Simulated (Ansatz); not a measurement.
Question: Hf (hcp (Mg type), space group No. 194) is relaxed with LDA (plane waves, PAW; program Ansatz). What lattice parameters of the conventional cell result?

Answer: a = 3.121 Å, c = 4.939 Å.

Its a lies over 2 % below tabulated measurements.

Space group P6_3/mmc (hcp (Mg type)). Symmetry was held in the LDA relaxation. The run is not spin-polarised. Axis ratios of metals converge slowly with the k-mesh, so a and c are less sure than the volume. Spin–orbit coupling is left out wherever it is not named.

Potentials: the later of the program's two PAW sets.
